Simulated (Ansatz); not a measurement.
Relaxed Bi (A7 type, space group R-3m):

```xyz
2
Lattice="2.2666 1.3086 3.8846 -2.2666 1.3086 3.8846 0.0000 -2.6173 3.8846" Properties=species:S:1:pos:R:3 pbc="T T T"
Bi     0.0000     0.0000     2.7641
Bi     0.0000     0.0000     8.8896
```

In this cell atom 1 (Bi, nearest neighbour Bi at 3.091 Å; its periodic images, 4.5 Å or more away, move with it) is moved by s along Cartesian [111], unit vector (0.577, 0.577, 0.577); all other atoms and the cell stay fixed.

Level of theory: PBE-D3(BJ) (plane waves to 420 eV, PAW, scalar-relativistic; Ansatz, a quantum-chemistry and plane-wave program). k mesh 10×10×10 (Γ-centred), Fermi-Dirac smearing 0.05 eV. E stands for the smeared free energy. With partly filled bands, energies and forces of such displacements shift with the k mesh and the smearing. Bi was relaxed with its symmetry unable to fall. Spin-orbit coupling is left out, though Bi is heavy. ΔE is measured from the undisplaced structure.

**Question.** Give the computed ΔE (eV/cell) at s (Å) = -0.620, -0.496, -0.372, -0.248, 0.124, 0.248, 0.372, 0.496.

**Answer.** 
| s (Å) | ΔE (eV/cell) |
|---|---|
| -0.620 | 0.978 |
| -0.496 | 0.569 |
| -0.372 | 0.283 |
| -0.248 | 0.108 |
| 0.124 | 0.014 |
| 0.248 | 0.031 |
| 0.372 | 0.044 |
| 0.496 | 0.080 |

(For displaced atoms, the force is minus the slope of the energy, and its curvature is a force constant, which sets phonon frequencies.)
